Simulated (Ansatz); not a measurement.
WOF$_{4}$:
```yaml
crystal:
  lattice:
    - [-3.13568, 3.13568, 1.93935]
    - [3.13568, -3.13568, 1.93935]
    - [3.13568, 3.13568, -1.93935]
  atoms:
    - { symbol: W, position: [0.00175, 0.00175, 0.00000] }
    - { symbol: O, position: [0.55540, 0.55540, 0.00000] }
    - { symbol: F, position: [0.35163, 0.98809, 0.18784] }
    - { symbol: F, position: [0.16379, 0.35163, 0.36354] }
    - { symbol: F, position: [0.80025, 0.16379, 0.81216] }
    - { symbol: F, position: [0.98809, 0.80025, 0.63646] }
```

Relaxed with LDA. Special points in fractions of this cell's reciprocal vectors: Γ (0.000, 0.000, 0.000); X (0.000, 0.000, 0.500); M (-0.500, 0.500, 0.500); Z (0.346, 0.346, -0.346); Z0 (-0.346, 0.654, 0.346); P (0.250, 0.250, 0.250); N (0.000, 0.500, 0.000).

### Question
List the band energies nearest the valence-band maximum at these points for LDA with spin–orbit coupling in the plane-wave PAW code Ansatz.

### Answer
In eV from the valence-band maximum; about four levels below and three above (degenerate sets whole), none deeper than 8.9 eV; points with the same levels are listed once.

```tsv
k	below	above
Γ	-0.71 -0.71 -0.57 -0.57	4.54 4.54 4.62 4.62
X	-0.65 -0.65 -0.55 -0.55	4.41 4.41 4.54 4.54
M	-0.58 -0.58 -0.57 -0.57	4.37 4.37 4.43 4.43
Z	-0.17 -0.15 -0.13 -0.09	4.54 4.55 5.35
P	-0.06 -0.06 -0.02 -0.02	4.73 4.73 6.02 6.02
N	-0.07 -0.07 -0.02 -0.02	4.70 4.70 6.02 6.02
```

Space group I4. The first step of the workflow began from a Materials Project structure, measured or hypothetical; the Crystallography Open Database copy checked does not list it. Whether it is the stable phase at ambient conditions was not checked. Symmetry was held in the LDA relaxation; whether a distortion lowers the energy is not shown. The run is not spin-polarised. No Hubbard U is applied. A crystal of weakly bound chains computed without a dispersion correction: the cell and the soft elastic constants depend strongly on that.

Potentials: the later of the program's two PAW sets.
